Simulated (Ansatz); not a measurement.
Pb (fcc (Cu type), Fm-3m) at seven volumes, plane-wave PAW r²SCAN+D4 (Ansatz code), scaled uniformly. One row is withheld.

```csv
V (Å³/atom),P (GPa)
27.947,5.54
28.869,3.35
29.790,1.52
30.711,0.00
31.633,?
32.554,-2.30
33.475,-3.15
```

### Question
Fit the shown pressures and predict the withheld one.

### Answer
P = (3/2)B₀(x^(7/2) − x^(5/2))[1 + (3/4)(B′ − 4)(x − 1)] with x = (V₀/V)^(2/3). Least squares on the six rows gives V₀ = 30.714 Å³/atom, B₀ = 45.9 GPa, B′ = 5.22. At V = 31.633, x = 0.9805 and P = -1.25 GPa. The run itself gave -1.26 GPa.

The r²SCAN+D4 relaxation kept the symmetry of its start. The pairwise dispersion correction was not fitted to metals. Spin–orbit coupling is left out wherever it is not named.

Potentials: the later of the program's two PAW sets.
